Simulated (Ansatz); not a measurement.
# A plane-wave run on B₂Au

Input file of Ansatz 0.2.0:

```yaml
crystal:
  lattice:
    - [0.0, 3.285845, 0.0]
    - [3.285845, 0.0, 0.0]
    - [1.642923, 1.642923, -5.414357]
  atoms:
    - { symbol: B, position: [0.4167, 0.4167, 0.1666] }
    - { symbol: B, position: [0.1667, 0.6667, 0.6666] }
    - { symbol: B, position: [0.3333, 0.8333, 0.3334] }
    - { symbol: B, position: [0.5833, 0.5833, 0.8334] }
    - { symbol: Au, position: [0.0, 0.0, 0.0] }
    - { symbol: Au, position: [0.75, 0.25, 0.5] }
  symmetry: { tolerance: 0.0003 }
kpoints:
  mp_grid: { grid: [6, 6, 6], shift: [0, 0, 0] }
  band_path:
    path:
      - [0.0, 0.0, 0.0]
      - [0.5, 0.5, 0.5]
      - [0.5, 0.5, 0.25]
      - [0.0, 0.5, 0.0]
      - [0.0, 0.0, 0.0]
      - [0.0, 0.0, -0.5]
      - [0.0, 0.45396264, -0.27301868]
      - [0.0, 0.54603736, 0.27301868]
      - [0.0, 0.0, 0.0]
      - [0.5, 0.5, 0.5]
      - [0.45396264, 0.54603736, 0.5]
    npoints: 6
magnetization:
  noncollinear: true
  spin_orbit: true
scf:
  occupations: { method: methfessel_paxton, width: 0.0123 }
  lower_state_search: "off"
  max_iter: 200
hamiltonian:
  pseudopotentials: { kind: paw_fr }
  xc: pbe
basis:
  ecutwfc: 420
  fft_grid_basis: typed
output:
  forces: true
  stress: true
  eigenvalues: true
  bader: true
  populations: true
  elf: true
  write_potential: true
  volumetric_format: npy
  dos:
    e_range: [-12, 8]
    de: 0.05
    projected: { site_lists: { Au: [Au], B: [B] } }
    method: { smearing: { sigma: 0.1, scheme: gaussian } }
checkpoint:
  read: saved_state
```

The run starts from an earlier solution of this cell. The state carries no moments; the state need not be the lowest.

Output (shortened):

```
SCF iter   1: F=—  Δρ=3.27e-3  dr2=2.01e-3  dr2_m=0.00e0 (ungated)  |M|=0.00e0 ∫|m|=0.00e0 μB
SCF iter   2: F=—  S|Δr|=    0.00e0  Δρ=2.35e-3  dr2=9.16e-4  dr2_m=0.00e0 (ungated)  |M|=0.00e0 ∫|m|=0.00e0 μB
SCF iter   3: F=—  S|Δr|=    0.00e0  Δρ=2.99e-4  dr2=2.16e-5  dr2_m=0.00e0 (ungated)  |M|=0.00e0 ∫|m|=0.00e0 μB
SCF iter   4: F=—  S|Δr|=    0.00e0  Δρ=6.08e-5  dr2=1.14e-6  dr2_m=0.00e0 (ungated)  |M|=0.00e0 ∫|m|=0.00e0 μB
SCF iter   5: F=-26991.2988 eV  S|Δr|=    0.00e0  Δρ=7.14e-6  dr2=2.36e-8  dr2_m=0.00e0 (ungated)  |M|=0.00e0 ∫|m|=0.00e0 μB
Magnetization: |M| = 0.0000 μB,  M = (+0.0000, +0.0000, +0.0000) μB
Absolute magnetization: 0.0000 μB (∫|m|)
  site 0: m = (+0.0000, +0.0000, +0.0000) μB, |m| = 0.0000 μB  (R = 0.74 Å)
  site 1: m = (+0.0000, +0.0000, +0.0000) μB, |m| = 0.0000 μB  (R = 0.74 Å)
  site 2: m = (+0.0000, +0.0000, +0.0000) μB, |m| = 0.0000 μB  (R = 0.74 Å)
  site 3: m = (+0.0000, +0.0000, +0.0000) μB, |m| = 0.0000 μB  (R = 0.74 Å)
  site 4: m = (+0.0000, +0.0000, +0.0000) μB, |m| = 0.0000 μB  (R = 1.01 Å)
  site 5: m = (+0.0000, +0.0000, +0.0000) μB, |m| = 0.0000 μB  (R = 1.01 Å)
Free energy (F): -26991.2988 eV
Harris-Foulkes:  -26991.2988 eV  (|F-HF|=9.82e-10)
Internal energy: -26991.2989 eV  (E = F + TS)
E sigma→0 (E₀):  -26991.2988 eV
Entropy (-TS):   0.0000 eV (0.005 meV/atom)
Fermi energy:    18.0549 eV
Step filling:    the computed levels leave a gap of 0.0318 eV = 2.6 smearing widths at the electron count; against every level under it full and every level over it empty, smearing changes F+E_penalty+E_count by +0.027 meV and its σ→0 estimate by +0.019 meV
--- Forces (eV/Å), atoms counted from 1 ---
  atom   1  B      0.0000     0.0000     0.1084
  atom   2  B      0.0000     0.0000     0.1084
  atom   3  B      0.0000     0.0000    -0.1084
  atom   4  B      0.0000     0.0000    -0.1084
  atom   5  Au     0.0000     0.0000     0.0000
  atom   6  Au     0.0000     0.0000     0.0000
--- Stress (GPa, compression-positive) ---
       28.1166       0.0000       0.0000
        0.0000      28.1166       0.0000
        0.0000       0.0000       1.8537
  P = ⅓ Tr σ = 19.3623 GPa (193.623 kbar)
```

Total energies depend on the potentials used, so only differences within one code and one set of settings carry meaning.

Origin: a known structure type with other elements, at an estimated volume, so it need not be a known compound. Caveats: the k mesh is coarse if the cell is a metal; atoms or cell far from equilibrium.
